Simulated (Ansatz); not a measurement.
**Question.** Name crystals whose computed values (DFT-r²SCAN in the program Ansatz with PAW potentials) fall in these windows: gap (eV) 0.90 to 1.2; Θ_D (K) 210 to 260.

**Answer.** 

```
crystal                            gap (eV)  Θ_D (K)
---------------------------------  --------  -------
InP, Pm-3n (In on 6c, P on 6d)         1.07      241
InP, P4_2/mnm (In on 4g, P on 4f)      1.17      257
```
Others may fit too.

Typed or built starts, not in the databases checked: InP, Pm-3n (In on 6c, P on 6d); InP, P4_2/mnm (In on 4g, P on 4f). Not the usual ambient phase: InP, Pm-3n (In on 6c, P on 6d); InP, P4_2/mnm (In on 4g, P on 4f). All cells were relaxed under the symmetry of their starts (and spin orders); stability against distortions was not tested throughout. Scalar-relativistic: spin–orbit coupling is off unless named, which matters more the heavier the elements.

Potentials: the later of the program's two PAW sets.
